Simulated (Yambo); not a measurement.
**KNH₂: sweep of GW parameters**

G0W0@LDA for KNH$_{2}$ (space group P2_1/m, No. 11) in Yambo. Reference settings: 4×4×2 Γ-centred k mesh, 148 bands and a 7 Ry block in the screening, 148 bands in G with the Bruneval-Gonze terminator, plasmon pole fitted at 27.2 eV. The LDA gap Γ → Γ on this mesh is 1.94 eV; G0W0 gaps are taken between the same points.

| change from the reference | G0W0 gap Γ → Γ (eV) | shift of the valence edge (eV) | rough Yambo cost |
|---|---|---|---|
| reference settings | 4.22 | -1.19 | 1 |
| 55 bands in W, 55 bands in G | 4.26 | -0.97 | about 1/3 |
| wavefunctions cut at 10 Ry | 4.05 | -0.99 | about 1/5 |
| exchange cut at 20 Ry | 4.13 | -1.07 | – |
| exchange cut at 40 Ry | 4.21 | -1.17 | – |
| 35 bands in W, 35 bands in G, 4 Ry block | 4.34 | -0.75 | about 1/7 |
| 35 bands in W, 35 bands in G, 6 Ry block | 4.38 | -0.75 | about 1/6 |
| 55 bands in W, 55 bands in G, 2 Ry block | 4.07 | -0.90 | about 1/4 |
| 82 bands in W, 82 bands in G, 6 Ry block | 4.20 | -1.07 | about 1/2 |
| 115 bands in W, 115 bands in G, 4 Ry block | 4.06 | -1.05 | within a factor of two |
| 3 Ry block | 3.95 | -1.01 | within a factor of two |
| 55 bands in W, 55 bands in G, 3 Ry block, no terminator | 4.04 | -0.71 | about 1/4 |
| 55 bands in W, 55 bands in G, no terminator | 4.08 | -0.59 | about 1/3 |
| 82 bands in W, 82 bands in G, no terminator | 4.07 | -0.78 | about 1/2 |
| 115 bands in W, 115 bands in G, 3 Ry block, no terminator | 3.93 | -0.93 | within a factor of two |

The reference isn't shown to be the converged limit. Costs are rough (shared machines), scaled to the same edge states, and given only for runs that recompute the screening.

Geometry of the Materials Project entry, not relaxed at this level; primitive cell a = 4.548 Å, b = 3.739 Å, c = 6.186 Å, α = γ = 90.00°, β = 95.31°.

A shift is the quasiparticle energy of the state minus its LDA energy.
